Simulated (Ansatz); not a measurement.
TaSi$_{2}$:
```xyz
9
Lattice="4.7799 0.0000 0.0000 -2.3899 4.1395 0.0000 0.0000 0.0000 6.5539" Properties=species:S:1:pos:R:3 pbc="T T T"
Ta    -1.1950     2.0697     2.1846
Ta     2.3899     0.0000     0.0000
Ta     1.1950     2.0697     4.3692
Si     2.3899     2.8299     0.0000
Si    -1.2558     3.4847     4.3692
Si     1.1341     0.6548     2.1846
Si     0.0000     1.3096     0.0000
Si     3.6457     0.6548     4.3692
Si     1.2558     3.4847     2.1846
```

Relaxed with r²SCAN. Special points in fractions of this cell's reciprocal vectors: Γ (0.000, 0.000, 0.000); M (0.500, 0.000, 0.000); K (0.333, 0.333, 0.000); A (0.000, 0.000, 0.500); L (0.500, 0.000, 0.500); H (0.333, 0.333, 0.500).

Question: List the band energies nearest the Fermi level at these points for the program Ansatz at the r²SCAN level (PAW).

Answer: In eV from the Fermi level; about four levels below and three above (degenerate sets whole), none deeper than 8.9 eV; points with the same levels are listed once.

```json
[
 {"k": "Γ", "below": "-2.67 -2.67 -2.39 -2.39 -1.73", "above": "0.83 3.17 3.17"},
 {"k": "M", "below": "-1.17 -0.80 -0.15 -0.12", "above": "0.89 1.23 1.60"},
 {"k": "K", "below": "-2.10 -2.10 -1.91 -1.85 -1.85", "above": "0.31 0.31 0.55"},
 {"k": "A", "below": "-2.42 -2.33 -2.04 -2.04", "above": "1.23 1.23 2.79 2.79"},
 {"k": "L", "below": "-2.16 -1.97 -0.75 -0.35", "above": "1.62 2.07 2.64"},
 {"k": "H", "below": "-0.85 -0.85 -0.19 -0.19", "above": "1.01 1.68 1.68"}
]
```

Space group P6_422. The first step of the workflow began from a Materials Project structure, measured or hypothetical; the Crystallography Open Database files this formula in space group No. 181, but the cells were not matched. Its standing as an ambient phase is unchecked. The cell was relaxed with r²SCAN under the symmetry of its start; whether a distortion lowers the energy is not shown. The run is not spin-polarised. Scalar-relativistic: spin–orbit coupling is off unless named, which matters more the heavier the elements.

Potentials: the later of the program's two PAW sets.
